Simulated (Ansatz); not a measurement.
## Debugging a calculation of TeAs₂

Intended: TeAs₂, PBE, plane waves and PAW in Ansatz. The input:

```yaml
crystal:
  lattice:
    - [-3.556454, 3.556454, 2.940516]
    - [3.556454, -3.556454, 2.940516]
    - [3.556454, 3.556454, -2.940516]
  atoms:
    - { symbol: Te, position: [0.75, 0.25, 0.5] }
    - { symbol: Te, position: [0.0, 0.0, 0.0] }
    - { symbol: As, position: [0.375, 0.625, 0.25] }
    - { symbol: As, position: [0.375, 0.125, 0.75] }
    - { symbol: As, position: [0.375, 0.625, 0.75] }
    - { symbol: As, position: [0.875, 0.625, 0.25] }
basis:
  ecutwfc: 420
kpoints:
  mp_grid: { grid: [8, 8, 8] }
hamiltonian:
  xc: pbe
scf:
  occupations: { method: fixed }
output:
  forces: true
  stress: true
  eigenvalues: true
```

Command:

```bash
ansatz run input.yaml --threads 1 --pin off --max-ram 2560MiB --backend cpu --events-out ev --progress --plain --runs-dir out
```

Output, shortened (HF is the Harris–Foulkes energy, dr2 the density residual in eV):

```text
Pseudopotential: Te, paw, valence charge 16, recommended cutoff 420 eV (normal)
Pseudopotential: As, paw, valence charge 15, recommended cutoff 420 eV (normal)
Crystal: 6 atoms, lattice volume = 148.771 Å³
Basis set: ecut = 420 eV, 2893 PW (Γ), exchange–correlation on 80×80×80 points (8 copies of the dense FFT grid, shifted against one another)
Bands: 56, of which v1, the nominal top of the filled ones, is band 46 counted from 1 (45 counted from 0)
Symmetry: 16 space group operations
Space group: I41/amd (ITA 141), of the structure as read, at distance tolerance 5.3e-5 Å
k-points: 59 of 512
Initial density: superposition of atomic densities, corrected by the library's trained network
SCF iter   1: HF=-33383.175442 eV  Δρ=1.72e-3  dr2=5.74e-3
SCF iter   2: HF=-33383.172896 eV  Δρ=1.04e-3  dr2=2.17e-3
SCF iter   3: HF=-33383.172875 eV  Δρ=2.83e-4  dr2=1.33e-4
SCF iter   4: HF=-33383.172663 eV  Δρ=1.56e-4  dr2=3.33e-5
SCF iter   5: HF=-33383.172647 eV  Δρ=4.76e-5  dr2=6.53e-6
SCF iter   6: HF=-33383.172647 eV  Δρ=1.89e-5  dr2=6.33e-7
SCF iter   7: F=-33383.172647 eV  HF=-33383.172647 eV  Δρ=4.88e-6  dr2=3.64e-8
SCF 1 converged in 7 iterations: F = -33383.172647 eV  dr2 = 3.64e-8
SCF converged after 7 iterations
Free energy (F): -33383.172647 eV
E sigma→0 (E₀):  -33383.172647 eV
Fermi energy:    10.352791 eV
--- Forces (eV/Å), atoms counted from 1 ---
  atom   1  Te    -0.00000000    -0.00000000    -0.00000000
  atom   2  Te    -0.00000000    -0.00000000     0.00000000
  atom   3  As     0.00000000    -0.00000000     0.00000000
  atom   4  As     0.00000000    -0.00000000    -0.00000000
  atom   5  As     0.00000000     0.00000000     0.00000000
  atom   6  As    -0.00000000     0.00000000     0.00000000
--- Stress (GPa, compression-positive) ---
       -0.265781      -0.000000      -0.000000
       -0.000000      -0.265781       0.000000
       -0.000000      -0.000000      -1.188262
  P = ⅓ Tr σ = -0.5733 GPa (-5.733 kbar)
```

Question: What is the cause?
A. One k-point for a metal
B. A Hubbard U on a species that isn't in the cell
C. Lattice vectors converted from bohr twice
D. Fixed occupations on a metal
E. No empty bands beside a smearing

Answer: D. Bands cross the Fermi level, so no fixed count of filled bands holds at every k-point. The cure is a smearing.

Mended input, as a difference:

```diff
 scf:
-  occupations: { method: fixed }
+  occupations: { method: gaussian, width: 0.1 }
```

With the mended input the run converges and gives a pressure of -0.69 GPa, no gap. The faulty run's energy lay 5.99 meV per atom higher. The faulty run also carried warnings: band overlap at count; metallic iterate.

Time of the mended run: 54 s on 1 thread of Intel(R) Xeon(R) Processor @ 2.70GHz, with other jobs on the host, peak memory 0.63 GiB.